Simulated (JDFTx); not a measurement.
Ta(211) slab cut from bulk Ta (space group Im-3m, indices of the conventional cell, lattice of the Materials Project entry mp-50, not re-optimised): 8 atoms in 8 planes, a 1x1 cell of 13.42 Å² (|a| = 2.866, |b| = 4.681 Å), 9.5 Å between the outermost planes, cell height 25.5 Å, 8×6×1 k mesh, Fermi smearing 0.01 Ha, no spin polarisation.

Method: PBE, GBRV ultrasoft potentials, plane waves to 20/100 Ha, in JDFTx (a modified build). Vacuum. The outer atoms relax from bulk positions, keeping the cell's symmetry; the lattice is not PBE's own optimum in this code, and that strain can shift the moves by a few hundredths of an ångström. Input:

```
lattice \
  5.4167541250 0.0000000000 0.0000000000 \
  0.0000000000 8.8455224518 0.0000000000 \
  0.0000000000 0.0000000000 48.1880161780
coords-type Lattice
ion Ta 0.0833333330 0.5000000000 -0.1854649570 1
ion Ta 0.4166666670 0.0000000000 -0.1324749690 0
ion Ta 0.7500000000 0.5000000000 -0.0794849820 0
ion Ta 0.0833333330 0.0000000000 -0.0264949940 0
ion Ta 0.4166666670 0.5000000000 0.0264949940 0
ion Ta 0.7500000000 0.0000000000 0.0794849820 0
ion Ta 0.0833333330 0.5000000000 0.1324749690 0
ion Ta 0.4166666670 0.0000000000 0.1854649570 1
ion-species pseudo/ta_pbe_v1.upf
elec-cutoff 20 100
elec-ex-corr gga-PBE
coulomb-interaction Slab 001
coulomb-truncation-embed 0 0 0
kpoint-folding 8 6 1
elec-smearing Fermi 0.01
lcao-params 10
elec-n-bands 68
electronic-scf nIterations 100 energyDiffThreshold 1e-07
ionic-minimize nIterations 10 energyDiffThreshold 1e-5 knormThreshold 4e-4
dump-name vac.$VAR
dump End State Ecomponents EigStats BandEigs Forces ElecDensity IonicPositions Fillings Kpoints Dtot
```

### Question
How far do the free atoms of the upper face move along the normal, and how much energy is released?

### Answer
Ta (atom 8) -0.14 Å (positive: outward). The free energy falls by 0.239 eV per cell, 143 mJ/m².
